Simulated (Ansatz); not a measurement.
Mo2C:
```xyz
12
Lattice="4.7236 0.0000 0.0000 0.0000 6.0486 0.0000 0.0000 0.0000 5.2111" Properties=species:S:1:pos:R:3 pbc="T T T"
Mo     1.1563     5.3137     0.4148
Mo     3.5673     0.7348     4.7962
Mo     1.2055     3.7591     3.0204
Mo     3.5182     2.2894     2.1907
Mo     3.5182     3.7591     4.7962
Mo     1.2055     2.2894     0.4148
Mo     3.5673     5.3137     2.1907
Mo     1.1563     0.7348     3.0204
C      2.3618     5.3074     3.9083
C      2.3618     0.7412     1.3028
C      0.0000     3.7655     1.3028
C      0.0000     2.2831     3.9083
```

Relaxed with r²SCAN. Special points in fractions of this cell's reciprocal vectors: Γ (0.000, 0.000, 0.000); X (0.500, 0.000, 0.000); S (0.500, 0.500, 0.000); Y (0.000, 0.500, 0.000); Z (0.000, 0.000, 0.500); U (0.500, 0.000, 0.500); R (0.500, 0.500, 0.500); T (0.000, 0.500, 0.500).

### Question
List the band energies nearest the Fermi level at these points for r²SCAN (plane waves, PAW; program Ansatz).

### Answer
In eV from the Fermi level; about four levels below and three above (degenerate sets whole), none deeper than 8.9 eV; points with the same levels are listed once.

| k | below | above |
|---|---|---|
| Γ | -1.12 -0.83 -0.70 -0.68 | 0.57 0.90 0.96 |
| X | -1.06 -1.06 -0.93 -0.93 | 0.99 0.99 1.04 1.04 |
| S | -1.24 -1.24 -0.80 -0.80 | 0.30 0.30 0.53 0.53 |
| Y | -0.70 -0.70 -0.44 -0.44 | 0.18 0.18 0.74 0.74 |
| Z | -1.68 -1.68 -0.47 -0.47 | 0.10 0.10 0.36 0.36 |
| U | -0.65 -0.65 -0.65 -0.65 | 0.78 0.78 0.78 0.78 |
| R | -0.73 -0.73 -0.73 -0.73 | 1.79 1.79 1.79 1.79 |
| T | -2.13 -2.13 -2.13 -2.13 | 0.11 0.11 0.11 0.11 |

Space group Pbcn. The first step of the workflow began from a Materials Project structure, measured or hypothetical; the Crystallography Open Database files this formula in space group No. 60, but the cells were not matched. Its standing as an ambient phase is unchecked. The r²SCAN relaxation kept the symmetry of its start; whether a distortion lowers the energy is not shown. No spin polarisation was allowed. Scalar-relativistic: spin–orbit coupling is off unless named, which matters more the heavier the elements.

Potentials: the later of the program's two PAW sets.
